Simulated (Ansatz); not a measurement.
The relaxed structure here is a generated cell of TaSi2: the first start was made by placing the elements on the sites of a structure type, and the end was not matched to a known phase here, so it may be hypothetical. Known forms of TaSi2 include space group No. 181.

A relaxed structure of TaSi2. These are PBEsol (plane waves to 420 eV, PAW, scalar-relativistic; Ansatz, a first-principles code) values and carry that method's errors.

```cif
data_Si6Ta3
_chemical_formula_sum 'Si6 Ta3'
_space_group_name_H-M_alt 'P 1'
_space_group_IT_number 1
_cell_length_a 7.01180
_cell_length_b 7.01180
_cell_length_c 3.34716
_cell_angle_alpha 90.000
_cell_angle_beta 90.000
_cell_angle_gamma 120.000
loop_
_space_group_symop_operation_xyz
  'x, y, z'
loop_
_atom_site_label
_atom_site_type_symbol
_atom_site_fract_x
_atom_site_fract_y
_atom_site_fract_z
_atom_site_occupancy
Si1 Si 0.27209 0.27209 0.00000 1
Si2 Si 0.72791 0.00000 0.00000 1
Si3 Si 0.00000 0.72791 0.00000 1
Si4 Si 0.61837 0.61837 0.50000 1
Si5 Si 0.38163 0.00000 0.50000 1
Si6 Si 0.00000 0.38163 0.50000 1
Ta1 Ta 0.00000 0.00000 0.50000 1
Ta2 Ta 0.66667 0.33333 0.00000 1
Ta3 Ta 0.33333 0.66667 0.00000 1
```

Problem. Determine the symmetry and give the standard cell with its independent sites.

Solution. Space group P-62m (No. 189); a = 7.012 Å, b = 7.012 Å, c = 3.347 Å, α = 90.00°, β = 90.00°, γ = 120.00°

```json
[
 {"atom": "Si", "site": "3f", "symmetry": "m2m", "x": "0.2721", "y": "0.2721", "z": "0.0000"},
 {"atom": "Si", "site": "3g", "symmetry": "m2m", "x": "0.6184", "y": "0.6184", "z": "0.5000"},
 {"atom": "Ta", "site": "1b", "symmetry": "-62m", "x": "0.0000", "y": "0.0000", "z": "0.5000"},
 {"atom": "Ta", "site": "2c", "symmetry": "-6..", "x": "0.3333", "y": "0.6667", "z": "0.0000"}
]
```

This is the AFLOW prototype A2B_hP9_189_fg_bc (C22, as in Fe2P).

Problem. Give the shortest distances between elements (the closest pairs, up to four, under 3.6 Å).

Solution. Si–Ta 2.54 Å; Si–Si 2.91 Å; Ta–Ta 3.35 Å.

```json
{
  "volume_per_atom": "15.84 Å³",
  "band_gap": "zero (metallic)"
}
```

No spin polarisation in the result. The relaxed primitive cell holds an odd number of electrons. A magnetic state may lie lower.

The run could not lose the symmetry of its start: the end is stationary, and may be a saddle point rather than a minimum.
